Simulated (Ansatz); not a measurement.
The elements of this relaxed trial crystal are hidden behind letters.

```
lattice vectors (Å)
   3.0038    0.0000    0.0000
   0.0000    3.0038    0.0000
   0.0000    0.0000    3.0038
fractional positions
X 0.0000 0.0000 0.0000
Z 0.5000 0.5000 0.5000
```

Method: DFT PBE, scalar-relativistic, plane waves, PAW (Ansatz 0.2.0). Plane waves to 420 eV, an 18×18×18 mesh through Γ for the 2-atom cell and 0.10 eV Gaussian smearing; no spin polarisation.

```
Space group                                 : Pm-3m (No. 221)
Conventional cell                           : a = 3.004 Å
Volume per atom                             : 13.55 Å³
Density                                     : 7.85 g/cm³
Energy over the elements                    : −0.64 eV/atom
Gap on the 18×18×18 mesh of the 2-atom cell : 0 eV (a metal)
```

Energies are uncorrected and count from the elements' standard states at the same level.

Q: X is a p-block element of period 3 and Z is a d-block element of period 5. Which elements are they?

A: X = Al, Z = Ru, so the formula is AlRu, here in the caesium chloride type. Density times volume gives a mean mass of 7.85 × 13.55/1.6605 = 64.1 u per atom, and this set has 64.0 u. Al has 8 Ru at 2.60 Å and 6 Al at 3.00 Å; Ru is surrounded by 8 Al at 2.60 Å and 6 Ru at 3.00 Å. Other sets within the hints have nearly the same mass, so mass alone doesn't settle it; this one was computed.

Symmetry constrained the relaxation, so the result can be a saddle point.
